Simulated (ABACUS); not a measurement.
# Small calculations from the output for TePb (Fm-3m, 2 atoms in the cell; from Materials Project mp-19717)

```xyz
2
Lattice="0.0000 3.2709 3.2709 3.2709 0.0000 3.2709 3.2709 3.2709 0.0000" Properties=species:S:1:pos:R:3 pbc="T T T"
Te     0.0000     0.0000     0.0000
Pb     3.2709     3.2709     3.2709
```

Computed with PBE, PseudoDojo 0.5 standard norm-conserving PBE (tails mended) pseudopotentials (plane waves; ABACUS 3.10.1).

Main settings: KPT = Gamma 8 8 8 0 0 0; basis_type = pw; dft_functional = PBE; ecutwfc = 82.3 Ry; smearing_method = gaussian; smearing_sigma = 0.000734986 Ry; potentials = PseudoDojo 0.5 standard norm-conserving PBE (tails mended); symmetry = 1.

Spin-orbit coupling is left out, which matters for bands and gaps with elements this heavy. The structure comes from a collection of computed structures, made at another level of theory; the collection holds predicted forms beside known ones.

The cell holds 472.3 bohr³ and the plane-wave cutoff is 82.3 Ry.

**Question.** How many plane waves does a k-point need, and how does the count grow with the cutoff?

**Answer.** In Rydberg units |k + G|² ≤ E, a sphere of radius √82.3 = 9.072 bohr⁻¹. Each G takes (2π)³/V of reciprocal space, so N = V E^(3/2)/(6π²) = 472.3 × 746.6/59.218 = 5955. The program's largest count at a k-point is 5982; single k-points scatter about the estimate. The count grows as E^(3/2): 20 % more cutoff means 31 % more plane waves.

The cell was also run at V = 69.289 Å³ (F = -4753.84329 eV, P = 0.83 GPa) and V = 70.689 Å³ (F = -4753.84702 eV, P = 0.01 GPa), scaled uniformly; the base has V = 69.989 Å³, P = 0.40 GPa and F₀ = -4753.84604 eV.

**Question.** Check the pressure against the energies, and estimate the bulk modulus and the volume of zero pressure.

**Answer.** P = −dF/dV ≈ −(-0.00373 eV)/(1.400 Å³) = 0.00266 eV/Å³; times 160.218 GPa per eV/Å³ this is 0.43 GPa, against 0.40 GPa from the stress tensor. B = −V dP/dV ≈ −69.989 × (-0.82 GPa)/(1.400 Å³) = 41 GPa at this volume. The curvature of the energies, B = V (F₊ + F₋ − 2F₀)/(ΔV/2)², gives 41 GPa. To first order the pressure vanishes at V0 ≈ V(1 + P/B) = 70.67 Å³, so all lengths change by about 0.32 %. Shape and fractional positions were held, which usually makes B too large where they are free.

“Tails mended”: in these copies of the files the far tail of each local potential was reset to the Coulomb form.
